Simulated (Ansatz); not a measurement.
Molecular dynamics on a 2×2×1 supercell (12 atoms) of TiTe₂ (CdI2 type), relaxed with r2SCAN+rVV10. Forces come from r2SCAN in the PAW code Ansatz: constant energy and volume (NVE), velocities drawn at 200 K, steps of 1.5 fs. Spin polarisation is off, nuclei are classical, and the run is far too short for thermal averages.

```yaml
crystal:
  lattice:
    - [7.5816641755, -1.0e-10, 0.0]
    - [-3.7908320877, 6.565913779, 0.0]
    - [0.0, 0.0, 6.55416263]
  atoms:
    - { symbol: Ti, position: [0.0, 0.0, 0.0] }
    - { symbol: Te, position: [0.1666666667, 0.3333333333, 0.2578174199] }
    - { symbol: Te, position: [0.3333333333, 0.1666666667, 0.7421825801] }
    - { symbol: Ti, position: [0.0, 0.5, 0.0] }
    - { symbol: Te, position: [0.1666666667, 0.8333333333, 0.2578174199] }
    - { symbol: Te, position: [0.3333333333, 0.6666666667, 0.7421825801] }
    - { symbol: Ti, position: [0.5, 0.0, 0.0] }
    - { symbol: Te, position: [0.6666666667, 0.3333333333, 0.2578174199] }
    - { symbol: Te, position: [0.8333333333, 0.1666666667, 0.7421825801] }
    - { symbol: Ti, position: [0.5, 0.5, 0.0] }
    - { symbol: Te, position: [0.6666666667, 0.8333333333, 0.2578174199] }
    - { symbol: Te, position: [0.8333333333, 0.6666666667, 0.7421825801] }
kpoints:
  mp_grid: { grid: [3, 3, 3] }
hamiltonian:
  xc: r2scan
scf:
  occupations: { method: fermi_dirac, width: 0.02 }
md:
  ensemble: nve
  temperature: 200
  timestep: 1.5
  n_steps: 20
  initial_velocities: maxwell_boltzmann
  seed: 891
```

Command: `ansatz run input.yaml --threads 4 --pin off --max-ram 3686MiB --backend cpu --events-out ev --progress --plain --runs-dir out`. Wall time 7.4 min on 4 threads of Arm Neoverse V1 (shared host), load about 1.0 per core; peak host memory 2.1 GiB.

```csv
step,t (fs),T (K),free energy F from step 0 (meV/atom),kinetic energy (meV/atom),largest force (eV/Å)
0,0,200,0.0,23.7,0.06
1,1.5,200,0.0,23.7,0.07
2,3,199,0.1,23.6,0.08
3,4.5,198,0.2,23.5,0.10
4,6,196,0.5,23.2,0.13
5,7.5,194,0.7,23.0,0.16
6,9,191,1.1,22.6,0.19
7,10.5,187,1.5,22.2,0.22
8,12,183,2.0,21.7,0.25
9,13.5,179,2.5,21.2,0.27
10,15,174,3.1,20.6,0.30
11,16.5,169,3.7,20.0,0.33
12,18,163,4.4,19.3,0.36
13,19.5,157,5.0,18.7,0.38
14,21,151,5.8,17.9,0.40
15,22.5,145,6.5,17.2,0.43
16,24,139,7.3,16.4,0.45
17,25.5,132,8.1,15.6,0.47
18,27,125,8.8,14.9,0.48
19,28.5,119,9.6,14.1,0.50
20,30,112,10.4,13.3,0.51
```

The temperature goes from 200 K to 112 K in 30 fs. The atoms start on their lattice sites with kinetic energy alone, so much of it first passes into potential energy. The conserved energy stays within 0.01 meV an atom. By the last step the atoms have moved 0.07 Å in the root mean square, the drift of the whole cell taken out, 0.11 Å at most.

Positions (Å) and forces (eV/Å) at step 20:
```
Ti  -0.067  -0.013   0.011     0.162   0.132  -0.144
Te   0.033   2.177   1.688    -0.249   0.087  -0.069
Te   1.891   1.074   4.922    -0.229   0.300  -0.350
Ti  -1.892   3.343   0.042     0.057  -0.386  -0.245
Te  -1.863   5.533   1.651    -0.201  -0.248   0.345
Te   0.006   4.378   4.877    -0.072  -0.237  -0.065
Ti   3.751  -0.014  -0.079     0.259   0.089   0.293
Te   3.826   2.145   1.707    -0.076   0.243  -0.108
Te   5.684   1.088   4.857     0.115   0.271   0.106
Ti   1.977   3.323   0.061    -0.200  -0.380  -0.279
Te   1.860   5.472   1.658     0.114   0.127   0.406
Te   3.735   4.370   4.844     0.321   0.002   0.110
```
